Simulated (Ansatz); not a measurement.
PtC (zinc blende, F-43m) under volume change, r²SCAN in the plane-wave PAW code Ansatz, scaled uniformly.

| V (Å³/atom) | E − E(relaxed) (meV/atom) | P (GPa) |
|---|---|---|
| 11.780 | 91.3 | 27.41 |
| 12.169 | 38.2 | 16.69 |
| 12.557 | 9.0 | 7.64 |
| 12.946 | 0.0 | 0.00 |
| 13.334 | 8.0 | -6.43 |
| 13.722 | 30.4 | -11.84 |
| 14.111 | 64.7 | -16.39 |

Q: What does a third-order Birch–Murnaghan fit give for V₀, B₀ and B′?

A: V₀ = 12.95 Å³/atom, B₀ = 233 GPa, B′ = 4.7.

The start of the workflow was typed in or built on a structure type; neither database checked (COD, Materials Project) lists it. Whether it is the stable phase at ambient conditions was not checked. The r²SCAN relaxation kept the symmetry of its start; whether a distortion lowers the energy is not shown. No spin polarisation was allowed. Its formation energy is positive at this level, so the cell may be metastable or incomplete. Spin–orbit coupling is left out wherever it is not named.

Potentials: the earlier of the program's two PAW sets.
